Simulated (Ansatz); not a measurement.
## Profile along the Ti–O line in SrTiO3 (cubic perovskite)

SrTiO₃ (cubic perovskite)

```cif
data_O3SrTi
_chemical_formula_sum 'Sr1 Ti1 O3'
_space_group_name_H-M_alt 'P 1'
_space_group_IT_number 1
_cell_length_a 3.93641
_cell_length_b 3.93641
_cell_length_c 3.93641
_cell_angle_alpha 90.000
_cell_angle_beta 90.000
_cell_angle_gamma 90.000
loop_
_space_group_symop_operation_xyz
  'x, y, z'
loop_
_atom_site_label
_atom_site_type_symbol
_atom_site_fract_x
_atom_site_fract_y
_atom_site_fract_z
_atom_site_occupancy
Sr1 Sr 0.00000 0.00000 0.00000 1
Ti1 Ti 0.50000 0.50000 0.50000 1
O1 O 0.00000 0.50000 0.50000 1
O2 O 0.50000 0.50000 0.00000 1
O3 O 0.50000 0.00000 0.50000 1
```

Fields along a shortest Ti–O line of a {110} plane (1.97 Å), from Ti to O, interpolated on the slice's grid (step about 0.2 Å). These are PBE (plane waves to 420 eV, PAW, scalar-relativistic; Ansatz, a quantum-chemistry and plane-wave program) values and carry that method's errors. k mesh 8×8×8. These are valence fields of a PAW run, semicore shells included where kept as valence: close to a nucleus they are smooth pseudo fields. SrTiO3 is run without spin polarisation. SrTiO3 was relaxed with its symmetry unable to fall.

```csv
distance from Ti (Å),valence electron density (e/Å³),electron localisation function
0.00,10.03,x
0.20,9.61,x
0.39,7.37,x
0.59,3.74,0.66
0.79,1.27,0.35
0.98,0.68,0.21
1.18,1.00,0.62
1.38,2.16,0.82
1.58,4.59,x
1.77,6.88,x
1.97,7.67,x
```

x: too close to a nucleus for the ELF to mean much.

Density on the Ti–O line (1.97 Å) at its midpoint: 0.68 e/Å³. ELF at that point: 0.21.
